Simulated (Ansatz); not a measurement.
ZrO in space group P-62m (No. 189; Zr on 1a, Zr on 2d, O on 3f) under volume change, DFT-PBEsol in the program Ansatz with PAW potentials, shape and atoms relaxed at each volume.

```json
[
 {"V (Å³/atom)": "11.454", "E − E(relaxed) (meV/atom)": "80.2", "P (GPa)": "24.63"},
 {"V (Å³/atom)": "11.832", "E − E(relaxed) (meV/atom)": "33.7", "P (GPa)": "15.10"},
 {"V (Å³/atom)": "12.209", "E − E(relaxed) (meV/atom)": "8.0", "P (GPa)": "6.95"},
 {"V (Å³/atom)": "12.587", "E − E(relaxed) (meV/atom)": "0.0", "P (GPa)": "0.00"},
 {"V (Å³/atom)": "12.965", "E − E(relaxed) (meV/atom)": "7.2", "P (GPa)": "-5.93"},
 {"V (Å³/atom)": "13.342", "E − E(relaxed) (meV/atom)": "27.2", "P (GPa)": "-10.98"},
 {"V (Å³/atom)": "13.720", "E − E(relaxed) (meV/atom)": "58.3", "P (GPa)": "-15.28"}
]
```

What does a third-order Birch–Murnaghan fit give for V₀, B₀ and B′?

V₀ = 12.59 Å³/atom, B₀ = 213 GPa, B′ = 4.3.

The start of the workflow was typed in or built on a structure type; neither database checked (COD, Materials Project) lists it. COD files the formula under space group No. 225. Its standing as an ambient phase is unchecked. The cell was relaxed with PBEsol under the symmetry of its start; whether a distortion lowers the energy is not shown. No spin polarisation was allowed.

Potentials: the earlier of the program's two PAW sets. The files were generated under PBE; for other functionals the program regenerates the frozen cores, and for LDA and PBEsol the local potential too.
